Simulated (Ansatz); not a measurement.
TiZn2 in space group P6_3/mmc (No. 194; Zn on 2a, Zn on 6h, Ti on 4f) under volume change, DFT-r²SCAN in the program Ansatz with PAW potentials, shape and atoms relaxed at each volume.

| V (Å³/atom) | E − E(relaxed) (meV/atom) | P (GPa) |
|---|---|---|
| 13.320 | 54.1 | 14.34 |
| 13.759 | 22.6 | 8.75 |
| 14.198 | 5.3 | 4.01 |
| 14.637 | 0.0 | 0.00 |
| 15.076 | 4.8 | -3.41 |
| 15.516 | 18.2 | -6.29 |
| 15.955 | 38.9 | -8.72 |

What does a third-order Birch–Murnaghan fit give for V₀, B₀ and B′?

V₀ = 14.64 Å³/atom, B₀ = 123 GPa, B′ = 4.5.

The workflow started from an entry of the Crystallography Open Database (COD). Its standing as an ambient phase is unchecked. The cell was relaxed with r²SCAN under the symmetry of its start; whether a distortion lowers the energy is not shown. No spin polarisation was allowed.

Potentials: the later of the program's two PAW sets.
